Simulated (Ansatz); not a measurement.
Relaxed candidate structures of P2W:

A. P6/mmm (No. 191), hP3; a = b = 4.081 Å, c = 2.820 Å, α = β = 90.00°, γ = 120.00°; P 2d (0.333, 0.667, 0.500); W 1a (0.000, 0.000, 0.000)

B. P4₂/mnm (No. 136), tP6; a = 6.018 Å, b = 6.018 Å, c = 3.045 Å, α = 90.00°, β = 90.00°, γ = 90.00°; W 2a (0.000, 0.000, 0.000); P 4g (0.214, 0.214, 0.500)

C. Cm (No. 8), mS12; a = 8.935 Å, b = 3.155 Å, c = 7.608 Å, α = 90.00°, β = 116.72°, γ = 90.00°; P 2a (0.113, 0.000, 0.021); P 2a (0.362, 0.500, 0.982); W 2a (0.383, 0.000, 0.508); P 2a (0.164, 0.500, 0.501); P 2a (0.303, 0.500, 0.238); W 2a (0.175, 0.000, 0.750)

D. C2/m (No. 12), mS12; a = 8.4569 Å, b = 3.1477 Å, c = 7.4492 Å, α = γ = 90.00°, β = 119.22°; P 4i (0.139, 0.000, 0.025); P 4i (0.399, 0.000, 0.601); W 4i (0.158, 0.000, 0.706)

E. I4/mmm (No. 139), tI6, AFLOW prototype AB2_tI6_139_a_e (C11_b, as in Si2Mo); a = b = 3.208 Å, c = 7.816 Å, α = β = γ = 90.00°; W 2a (0.000, 0.000, 0.000); P 4e (0.000, 0.000, 0.331)

F. P-3m1 (No. 164), hP3, AFLOW prototype AB2_hP3_164_a_d (C6, as in CdI2); a = 3.092 Å, b = 3.092 Å, c = 5.181 Å, α = 90.00°, β = 90.00°, γ = 120.00°; W 1a (0.000, 0.000, 0.000); P 2d (0.667, 0.333, 0.325)

Question: Rank these by energy per atom (lowest first), as PBEsol (plane waves to 420 eV, PAW, scalar-relativistic; Ansatz, a quantum-chemistry and plane-wave program) gives it.

Answer: D (reference), F (+0.23 eV/atom), E (+0.35 eV/atom), B (+0.40 eV/atom), C (+0.52 eV/atom), A (+1.05 eV/atom)

The lowest structure calculated, Cmc2₁, oS12, is not among these; it lies 0.01 eV/atom below the lowest of them. Each run could gain symmetry but not lose that of its start, so entries can be saddle points. From databases, or of a type measured for this composition: C2/m, mS12; the others are generated cells (placed on structure types, drawn at random, substituted or restacked) that were not matched to a known phase here. Energies are at zero temperature and pressure, without zero-point motion. No spin polarisation in the result.
